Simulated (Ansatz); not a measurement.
SnOS (Janus 2H monolayer): a relaxation of cell and atoms in the PAW code Ansatz (r2SCAN). It starts from the PBE minimum.

```yaml
crystal:
  lattice:
    - [3.3606340643, 0.0, 0.0]
    - [-1.6803170322, 2.9103944725, 0.0]
    - [0.0, 0.0, 29.5065667984]
  atoms:
    - { symbol: Sn, position: [0.3333333333, 0.6666666667, 0.311812945] }
    - { symbol: O, position: [0.6666666667, 0.3333333333, 0.3493563419] }
    - { symbol: S, position: [0.6666666667, 0.3333333333, 0.2538812571] }
  periodic: [true, true, false]
kpoints:
  mp_grid: { grid: [12, 12, 1] }
hamiltonian:
  xc: r2scan
scf:
  occupations: { method: fermi_dirac, width: 0.02 }
relax:
  f_tol: 0.005
  cell: {}
```

The trajectory has 6 recorded frames, each with fractional positions and then forces in eV/Å along x, y and z. Some frames, the last among them, repeat a geometry solved again on a basis re-selected at its cell; pressure is positive in compression.

Step 1: energy 0.0 meV/atom from step 1, largest force component 0.485 eV/Å; a = 3.361 Å, b = 3.361 Å, c = 29.507 Å, α = 90.00°, β = 90.00°, γ = 120.00°
```
Sn 0.3333 0.6667 0.3118     0.000   0.000  -0.083
O  0.6667 0.3333 0.3494     0.000   0.000  -0.403
S  0.6667 0.3333 0.2539     0.000   0.000   0.485
```

Step 2: energy -1.1 meV/atom from step 1, largest force component 0.659 eV/Å; a = 3.343 Å, b = 3.343 Å, c = 29.507 Å, α = 90.00°, β = 90.00°, γ = 120.00°
```
Sn 0.3333 0.6667 0.3115     0.000   0.000   0.252
O  0.6667 0.3333 0.3478     0.000   0.000   0.408
S  0.6667 0.3333 0.2558     0.000   0.000  -0.659
```

Task: Estimate where the relaxation ends.

Result:
Step 3: energy -7.2 meV/atom from step 1, largest force component 0.051 eV/Å; a = 3.326 Å, b = 3.326 Å, c = 29.507 Å, α = 90.00°, β = 90.00°, γ = 120.00°
```
Sn 0.3333 0.6667 0.3117     0.000   0.000   0.039
O  0.6667 0.3333 0.3488     0.000   0.000  -0.051
S  0.6667 0.3333 0.2546     0.000   0.000   0.011
```

Step 4: energy -7.3 meV/atom from step 1, largest force component 0.013 eV/Å; a = 3.327 Å, b = 3.327 Å, c = 29.507 Å, α = 90.00°, β = 90.00°, γ = 120.00°
```
Sn 0.3333 0.6667 0.3117     0.000   0.000   0.013
O  0.6667 0.3333 0.3487     0.000   0.000  -0.009
S  0.6667 0.3333 0.2547     0.000   0.000  -0.004
```

Step 5: energy -7.3 meV/atom from step 1, largest force component 0.001 eV/Å; a = 3.327 Å, b = 3.327 Å, c = 29.507 Å, α = 90.00°, β = 90.00°, γ = 120.00°
```
Sn 0.3333 0.6667 0.3117     0.000   0.000   0.001
O  0.6667 0.3333 0.3487     0.000   0.000   0.000
S  0.6667 0.3333 0.2547     0.000   0.000  -0.001
```

Step 6: energy -7.2 meV/atom from step 1, largest force component 0.001 eV/Å; a = 3.327 Å, b = 3.327 Å, c = 29.507 Å, α = 90.00°, β = 90.00°, γ = 120.00°
```
Sn 0.3333 0.6667 0.3117     0.000   0.000   0.001
O  0.6667 0.3333 0.3487     0.000   0.000   0.000
S  0.6667 0.3333 0.2547     0.000   0.000  -0.001
```

In 5 steps the area changed by -2.0 %; between the first SCF and the last, each on a basis chosen for its cell, the energy fell by 7.2 meV an atom. Final cell: in-plane lattice: a = 3.327 Å, b = 3.327 Å, γ = 120.0°; thickness between the outer nuclei 2.77 Å. Sn has 3 O at 2.21 Å and 3 S at 2.55 Å; O has 3 Sn at 2.21 Å; S has 3 Sn at 2.55 Å.

Command: `ansatz run input.yaml --threads 4 --pin off --max-ram 5529MiB --backend cpu --events-out ev --progress --plain --runs-dir out`.

Task: It ran on 4 threads of Arm Neoverse N1, on a shared host, load about 0.6 per core. About how long did it take, and what peak of host memory did it reach?

Result: About 59 s, with a peak of 1 GiB.

No spin polarisation. The prototype was imposed, so other structures may be more stable.
